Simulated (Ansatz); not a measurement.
Relaxed-ion elastic tensor of Ir (bcc (W type), space group No. 229) in GPa (Voigt order), plane-wave PAW PBEsol (Ansatz code); density 21.94 g/cm³, 14.55 Å³ per atom.

```csv
,1,2,3,4,5,6
1,-70.9,553,553,0.0,0.0,0.0
2,553,-70.9,553,0.0,0.0,0.0
3,553,553,-70.9,0.0,0.0,0.0
4,0.0,0.0,0.0,184,0.0,0.0
5,0.0,0.0,0.0,0.0,184,0.0
6,0.0,0.0,0.0,0.0,0.0,184
```

Question: Is the crystal mechanically stable?

Answer: No: the smallest eigenvalue of C is -623 GPa.

Space group Im-3m (bcc (W type)). The start of the workflow was typed in or built on a structure type; neither database checked (COD, Materials Project) lists it. It is not the phase usual at ambient conditions (space group No. 225). The cell was relaxed with PBEsol under the symmetry of its start. At this level the phase is mechanically unstable. No spin polarisation was allowed. As this level gives no gap, shear constants depend on the k-mesh and smearing (Fermi–Dirac, 0.1 eV here). On the denser mesh and wider smearing of the elastic run this cell carries a stress of 0.6 GPa. Scalar-relativistic: spin–orbit coupling is off unless named, which matters more the heavier the elements.

Potentials: the earlier of the program's two PAW sets. The files were generated under PBE; for other functionals the program regenerates the frozen cores, and for LDA and PBEsol the local potential too.
